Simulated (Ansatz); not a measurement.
Consider the following.

TiO₂ (anatase)

```
CELL_PARAMETERS angstrom
     -1.89921     1.89921     4.85192
      1.89921    -1.89921     4.85192
      1.89921     1.89921    -4.85192
ATOMIC_POSITIONS crystal
  Ti 0.50000 0.50000 0.00000
  Ti 0.25000 0.75000 0.50000
  O  0.29360 0.29360 0.00000
  O  0.04360 0.54360 0.50000
  O  0.45640 0.95640 0.50000
  O  0.70640 0.70640 0.00000
```

In each cell atom 2 (Ti, nearest neighbour O at 1.946 Å; its periodic images, 3.8 Å or more away, move with it) moves by s·(0.577, 0.577, 0.577) (along Cartesian [111]), the rest being held.

The numbers are results of PBE (plane waves to 420 eV, PAW, scalar-relativistic; Ansatz, a program for electronic structure), not measurements. k mesh 10×10×10 (Γ-centred), Fermi-Dirac smearing 0.05 eV. The energy includes the smearing's −TS. Left out: 4 of 11 points, with atoms too close for the PAW data. The PAW data are Ansatz's earlier set. TiO2 is run without spin polarisation. TiO2 was relaxed with its symmetry unable to fall. ΔE is measured from the undisplaced structure.

The scan covers s from -0.348 to 0.348 Å in 7 points.

Question: Is the energy the same for equal positive and negative displacements?

Answer: Even: the same for both signs. With its periodic images moving along, the atom's site symmetry in this cell is -4m2.

Question: What force acts on the atom along the line at s = -0.348 Å?

Answer: 4.22 eV/Å.

Question: What is the energy change at s = 0.348 Å?

Answer: 592 meV/cell.

Question: What is the force constant k = d²E/ds² of this move at s = 0?

Answer: 6.87 eV/Å².

(For displaced atoms, the force is minus the slope of the energy, and its curvature is a force constant, which sets phonon frequencies.)
